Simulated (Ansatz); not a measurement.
**Computed properties of BeGeSb2 (ordering on zincblende)**

All numbers come from Ansatz. Non-magnetic throughout. Whether this structure exists isn't addressed.

The cell is an ordered 4-atom cell of BeGeSb2 on the zincblende lattice (P-4m2); cell and atoms were relaxed with r2SCAN. It is tetragonal, P-4m2 (No. 115); a = 4.175 Å, c = 5.835 Å in the conventional setting, 25.42 Å³ an atom. Be has 4 Sb at 2.45 Å; Sb has 2 Be at 2.45 Å and 2 Ge at 2.65 Å; Ge has 4 Sb at 2.65 Å.

Relaxed lattice by functional, symmetry kept:
```json
{"functional": "PBE", "k mesh": "6×6×4", "a (Å)": "4.208", "c (Å)": "5.866", "volume (Å³/atom)": "25.96"}
{"functional": "r2SCAN", "k mesh": "6×6×4", "a (Å)": "4.175", "c (Å)": "5.835", "volume (Å³/atom)": "25.42"}
{"functional": "PBEsol", "k mesh": "6×6×4", "a (Å)": "4.156", "c (Å)": "5.786", "volume (Å³/atom)": "24.98"}
{"functional": "LDA", "k mesh": "6×6×4", "a (Å)": "4.118", "c (Å)": "5.736", "volume (Å³/atom)": "24.32"}
{"functional": "HSE06", "k mesh": "4×4×4", "a (Å)": "4.178", "c (Å)": "5.774", "volume (Å³/atom)": "25.19"}
```

Gaps on the r2SCAN cell, each the least over its mesh and the special points:

| level | k mesh | gap (eV) | kind | edges | least direct gap (eV) |
| --- | --- | --- | --- | --- | --- |
| LDA | 6×6×4 | none (overlap 0.60) | – | – | – |
| PBE | 6×6×4 | none (overlap 0.53) | – | – | – |
| PBE+SOC | 6×6×4 | none (overlap 0.48) | – | – | – |
| r2SCAN | 6×6×4 | none (overlap 0.39) | – | – | – |

All runs use a smearing of 0.02 eV.
Wave cutoffs: 420 eV, 500 eV (r2SCAN).

With r2SCAN the bands overlap by 0.39 eV (counted from 1, band 23 peaks at Γ and band 24 bottoms out at M): no gap. PBE+SOC gives no gap: the lowest nominally empty band dips 0.48 eV below the top of the last filled one (its bottom at M, the top at Γ), so the cell is a metal or semimetal at this level.

No level opens a gap, but no hybrid is among them, and semilocal functionals can close a real gap.

Only the levels marked +SOC include spin-orbit coupling.

The meshes of the hybrids are coarse, so their gaps aren't converged to the digits shown.
